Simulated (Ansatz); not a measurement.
Elastic constants of SiC: input and output

The calculation used DFT HSE06, scalar-relativistic, plane waves, PAW in Ansatz 0.2.0.

Launched with:
```bash
ansatz run input.yaml --threads 4 --pin off --max-ram 12288MiB --backend cpu --events-out ev --progress --plain --runs-dir out
```

Input (bare energies are in eV):
```yaml
crystal:
  lattice:
    - [0.0, 2.1742, 2.1742]
    - [2.1742, 0.0, 2.1742]
    - [2.1742, 2.1742, 0.0]
  atoms:
    - { symbol: C, position: [0.0, 0.0, 0.0] }
    - { symbol: Si, position: [0.25, 0.25, 0.25] }
basis:
  ecutwfc: 420
kpoints:
  mp_grid: { grid: [8, 8, 8] }
hamiltonian:
  xc: hse06
scf:
  occupations: { method: fixed }
output:
  forces: true
  stress: true
  eigenvalues: true
  polarization: {}
elastic:
  mode: relaxed_ion
  stencil: two_point
```

From the output:
```
--- Elastic constants: 2 strain directions × 2 members + reference (group order 24) ---
  dense FFT box of the reference and of every strained cell: 24×24×24
  strains applied: 11, 23; error gains: componentwise 1.00 (the most a stress slope's error grows in a printed constant), spectral 1.73 (1 for all six strains in a standard setting)
  C = ∂σ_k/∂η_j (tension-positive GPa; Voigt order 11 22 33 23 13 12):
       417.505    141.018    141.018     -0.000      0.000      0.000
       141.018    417.505    141.018     -0.000      0.000      0.000
       141.018    141.018    417.505     -0.000      0.000      0.000
        -0.000      0.000      0.000    260.681      0.000     -0.000
        -0.000     -0.000     -0.000     -0.000    260.681      0.000
         0.000     -0.000     -0.000     -0.000      0.000    260.681
  reference stress σ⁰ (GPa):     -0.099     -0.099     -0.099     -0.000      0.000      0.000
  C* (energy form; C + prestress term) asymmetry max|C*_kj − C*_jk| = 2.842e-14 GPa — a small one proves nothing (zero by symmetry where the batch's group is 432, −43m or m−3m); a large one is finite-difference/SCF noise where every solve ...
  moduli (Voigt/Reuss/Hill, GPa): K = 233.18/233.18/233.18   G = 211.71/192.49/202.10   E = 470.40   ν = 0.164
  mechanically stable: yes (min eigenvalue of sym C = 260.68 GPa)
  e, the proper piezoelectric tensor (elastic.mode: relaxed_ion; C/m²; rows x y z; Voigt order 11 22 33 23 13 12):
       0.00000   -0.00000   -0.00000    0.00867   -0.00000   -0.00000
      -0.00000   -0.00000   -0.00000    0.00000    0.00867   -0.00000
      -0.00000    0.00000    0.00000    0.00000   -0.00000    0.00867
  ±, each entry's uncertainty from the finite density of the strings (C/m²), an estimate: the size of the correction for it that the entry includes:
       0.00000    0.00000    0.00000    0.00927    0.00000    0.00000
       0.00000    0.00000    0.00000    0.00000    0.00927    0.00000
       0.00000    0.00000    0.00000    0.00000    0.00000    0.00927
  NOT RESOLVED BY THE STRINGS, being no larger than its uncertainty from them: e14 = 8.7e-3 ± 9.3e-3 C/m², e25 = 8.7e-3 ± 9.3e-3 C/m², e36 = 8.7e-3 ± 9.3e-3 C/m² (raise kpoints.mp_grid, or output.polarization.string_points where it is set)
  the group's symmetry takes up to 5.2e-8 C/m² out of the measured responses: error of the strings' finite density and of the mesh across them, as far as it breaks the symmetry (raise kpoints.mp_grid and any string_points); the largest step ...
  strain η (Voigt 11):  stress-route row diagonal C_11 = 417.51 GPa, energy-path curvature d²(F+E_count+ΔE)/dδ²/Ω₀ = 417.11 GPa
         δ    σ_11 (GPa) F (eV) n_scf n_hpsi n_pw
    -2.000e-3      -0.9343        -887.7912863      24   40974    415   relax 0 steps, max|allowed force component| 1.67e-16 eV/Å
     2.000e-3       0.7357        -887.7913624      23   40311    415   relax 0 steps, max|allowed force component| 1.67e-16 eV/Å
  strain η (Voigt 23):  stress-route row diagonal C_44 = 260.68 GPa, energy-path curvature d²(F+E_count+ΔE)/dδ²/Ω₀ = 260.66 GPa
         δ    σ_23 (GPa) F (eV) n_scf n_hpsi n_pw
    -2.000e-3      -0.5214        -887.7913670       2    6423    415   relax 3 steps, max|allowed force component| 5.52e-6 eV/Å
     2.000e-3       0.5214        -887.7913670       2    6426    415   relax 3 steps, max|allowed force component| 5.52e-6 eV/Å
--- Formal polarisation (Berry phase): one branch of a lattice of values; only differences between neighbouring runs are physical ---
  axis mesh electronic ionic p = total spread (rad) least overlap resolved gap  δp at fixed H ≤   (phases in cycles; p mod 2; gap in eV; gap and δp judge the states as solved, not the mesh's step, its ...
  b1    8×8×8          -0.00000000     1.00000000     1.00000000      0.076124         0.9019        5.7280           8.9e-7
  b2    8×8×8          -0.00000000     1.00000000     1.00000000      0.076124         0.9019        5.7280           8.9e-7
  b3    8×8×8           0.00000000     1.00000000     1.00000000      0.076124         0.9019        5.7280           8.9e-7
  quantum along a1:   0.29916860 e/Å² =   479.320947 µC/cm²
  quantum along a2:   0.29916860 e/Å² =   479.320947 µC/cm²
  quantum along a3:   0.29916860 e/Å² =   479.320947 µC/cm²
  P = (  0.21154415,   0.21154415,   0.21154415) e/Å² = (  338.931092,   338.931092,   338.931092) µC/cm²  (mod the quanta)
```

Time: 10 min on 4 threads of Intel(R) Xeon(R) 6975P-C (Granite Rapids) (shared host), peak memory 1.2 GiB.

The cell is the ideal cubic zincblende prototype.